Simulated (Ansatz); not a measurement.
HfSi₂:
```yaml
crystal:
  lattice:
    - [1.84204, -7.29222, 0.00000]
    - [1.84204, 7.29222, 0.00000]
    - [0.00000, 0.00000, 3.65934]
  atoms:
    - { symbol: Si, position: [0.94562, 0.05438, 0.75000] }
    - { symbol: Si, position: [0.05438, 0.94562, 0.25000] }
    - { symbol: Si, position: [0.24975, 0.75025, 0.75000] }
    - { symbol: Si, position: [0.75025, 0.24975, 0.25000] }
    - { symbol: Hf, position: [0.60545, 0.39455, 0.75000] }
    - { symbol: Hf, position: [0.39455, 0.60545, 0.25000] }
```

Relaxed with PBE. Special points in fractions of this cell's reciprocal vectors: Γ (0.000, 0.000, 0.000); Y (-0.500, 0.500, 0.000); C0 (-0.266, 0.734, 0.000); Σ0 (0.266, 0.266, 0.000); Z (0.000, 0.000, 0.500); A0 (0.266, 0.266, 0.500); E0 (-0.266, 0.734, 0.500); T (-0.500, 0.500, 0.500); S (0.000, 0.500, 0.000); R (0.000, 0.500, 0.500).

### Question
List the band energies nearest the Fermi level at these points for the program Ansatz at the PBE level (PAW).

### Answer
In eV from the Fermi level; about four levels below and three above (degenerate sets whole), none deeper than 8.9 eV; points with the same levels are listed once.

| k | below | above |
|---|---|---|
| Γ | -2.54 -2.53 -2.52 -0.07 | 1.20 1.32 1.65 |
| Y | -2.84 -2.82 -2.12 -1.61 | 0.34 1.21 1.33 |
| C0 | -1.63 -1.63 -0.96 -0.65 -0.13 | 0.88 1.03 1.59 |
| Z | -1.97 -1.97 -0.09 -0.09 | 0.09 0.09 1.66 1.66 |
| A0 | -3.50 -3.50 -2.43 -2.43 | 1.55 1.55 3.05 3.05 |
| T | -2.30 -2.30 -0.96 -0.96 | 0.02 0.02 2.43 2.43 |
| S | -1.60 -0.87 -0.51 -0.43 | 0.82 0.85 2.10 |
| R | -3.51 -3.51 -2.43 -2.43 | 1.90 1.90 2.74 2.74 |

Space group Cmcm. The PBE relaxation kept the symmetry of its start. No spin polarisation was allowed. Spin–orbit coupling is left out wherever it is not named.

Potentials: the later of the program's two PAW sets.
